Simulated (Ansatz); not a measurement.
According to plane-wave PAW PBE (Ansatz code), NiAu in the tetragonal phase (P4/nmm; Au on 2c, Ni on 2c) relaxes to a = 2.854 Å, c = 7.100 Å. Its formation energy from the elements is 0.077 eV/atom, with no fitted shifts.

Electronic character: metallic (no gap). The magnetic state found is ferromagnetic. The net moment is 0.25 μB per atom.

The start of the workflow was typed in or built on a structure type; neither database checked (COD, Materials Project) lists it. Its standing as an ambient phase is unchecked. The cell was relaxed with PBE under the symmetry of its start; whether a distortion lowers the energy is not shown. Magnetic state: ferromagnetic, chosen from 2 collinear starts compared on coarse meshes (ties went to the first, and starts can fall back to one state), not a proven ground state. Axis ratios of metals converge slowly with the k-mesh, so a and c are less sure than the volume. The references are the lowest solids computed at this level, not always the standard phases. Spin–orbit coupling is left out wherever it is not named.

Potentials: the earlier of the program's two PAW sets.
